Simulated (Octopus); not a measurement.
Si (P63/mmc, No. 194):
```
CELL_PARAMETERS angstrom
      3.83132     0.00000     0.00000
     -1.91566     3.31802     0.00000
      0.00000     0.00000     6.33262
ATOMIC_POSITIONS crystal
  Si 0.33333 0.66667 0.06301
  Si 0.66667 0.33333 0.93699
  Si 0.66667 0.33333 0.56301
  Si 0.33333 0.66667 0.43699
```
This is not, or not surely, the usual phase at ambient conditions; the cell is a database entry, not relaxed again.

Method: LDA in Octopus 16.4; grid spacing about 0.25 Å, Γ-centred 6×6×4 k-mesh, Fermi-Dirac smearing of 0.01 eV, no spin polarisation; PseudoDojo 0.4 LDA potentials. The cell is scaled uniformly. Fractional coordinates stay fixed. Energies of the lowest empty band count from each cell's highest valence level among the special points, at Γ; they are Kohn-Sham values at fixed points of the zone. 1 more cell of the series is left out, as LDA's gap (nearly) closes there.

```csv
scale of the cell,ln(V/V₀),M (eV),K (eV),L (eV)
0.965,-0.1069,0.081,0.327,0.786
0.975,-0.0760,0.155,0.451,0.797
0.985,-0.0453,?,?,?
0.995,-0.0150,0.288,0.681,0.806
1.000,0.0000,0.318,0.734,0.805
1.010,0.0299,0.375,0.837,0.802
```

V₀ is the volume of the database cell.

Question: Fit each column by a quadratic in ln V through the rows shown. Give the volume deformation potentials dE/d ln V at the withheld row, and predict that row.

Answer: Fits: M: 0.318 +1.97 x −2.4 x²; K: 0.734 +3.51 x −2.8 x²; L: 0.805 −0.06 x −2.2 x², with x = ln(V/V₀). At x = -0.0453 the slopes are +2.2 eV (M), +3.8 eV (K), +0.1 eV (L). Predicted against computed: 0.224 against 0.224 eV, 0.569 against 0.569 eV, 0.803 against 0.803 eV.

The lowest of these levels is that at M in all rows.
